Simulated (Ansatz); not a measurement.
MgS (rock salt), relaxed with r²SCAN (Ansatz, an electronic-structure program, plane waves, PAW): a = b = c = 5.2052 Å, α = β = γ = 90.00°.

| Property | Result |
|---|---|
| gap (eV) | 3.47 |
| ΔH_f (eV/atom) | -1.67 |
| B₀ by P(V) fit (GPa) | 79.8 |
| electron conductivity mass (mₑ) | 0.35 |

The same phase is relaxed and computed with PBE in the same code. What are the cell and these values now?

a = 5.2297 Å, b = 5.2297 Å, c = 5.2297 Å, α = 90.00°, β = 90.00°, γ = 90.00°.

- gap (eV) = 2.76
- ΔH_f (eV/atom) = -1.44
- B₀ by P(V) fit (GPa) = 73.9
- electron conductivity mass (mₑ) = 0.34

All cells were relaxed under the symmetry of their starts (and spin orders); stability against distortions was not tested throughout.

Potentials: the earlier of the program's two PAW sets.

Ansatz is a plane-wave DFT program.

Formation energies count from the lowest solids of the elements computed at the same level, not from gases.
